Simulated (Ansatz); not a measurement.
WN2:
```yaml
crystal:
  lattice:
    - [2.88349, 0.00000, 0.00000]
    - [-1.44175, 2.49718, 0.00000]
    - [0.00000, 0.00000, 7.69611]
  atoms:
    - { symbol: W, position: [0.33333, 0.66667, 0.75000] }
    - { symbol: W, position: [0.66667, 0.33333, 0.25000] }
    - { symbol: N, position: [0.00000, 0.00000, 0.91021] }
    - { symbol: N, position: [0.00000, 0.00000, 0.08979] }
    - { symbol: N, position: [0.00000, 0.00000, 0.41021] }
    - { symbol: N, position: [0.00000, 0.00000, 0.58979] }
```

Relaxed with LDA. Special points in fractions of this cell's reciprocal vectors: Γ (0.000, 0.000, 0.000); M (0.500, 0.000, 0.000); K (0.333, 0.333, 0.000); A (0.000, 0.000, 0.500); L (0.500, 0.000, 0.500); H (0.333, 0.333, 0.500).

Question: List the band energies nearest the valence-band maximum at these points for LDA in the plane-wave PAW code Ansatz.

Answer: In eV from the valence-band maximum; about four levels below and three above (degenerate sets whole), none deeper than 8.9 eV; points with the same levels are listed once.

| k | below | above |
|---|---|---|
| Γ | -3.18 -2.02 -2.02 -1.03 | 1.47 1.47 3.00 3.00 |
| M | -2.88 -2.55 -1.51 -0.82 | 3.67 3.73 4.13 |
| K | -2.92 -2.92 -0.54 -0.54 | 1.79 1.79 2.11 |
| A | -3.07 -3.07 -3.07 -3.07 -1.70 -1.70 | 2.25 2.25 2.25 2.25 |
| L | -2.15 -2.15 -1.58 -1.58 | 3.72 3.72 3.83 3.83 |
| H | -2.48 -2.48 0.00 0.00 | 1.78 1.78 3.36 3.36 |

Space group P6_3/mmc. The first step of the workflow began from a Materials Project structure, measured or hypothetical; the Crystallography Open Database copy checked does not list it. Whether it is the stable phase at ambient conditions was not checked. Symmetry was held in the LDA relaxation; its stability against distortions is not shown here. No spin polarisation was allowed. Scalar-relativistic: spin–orbit coupling is off unless named, which matters more the heavier the elements.

Potentials: the later of the program's two PAW sets.
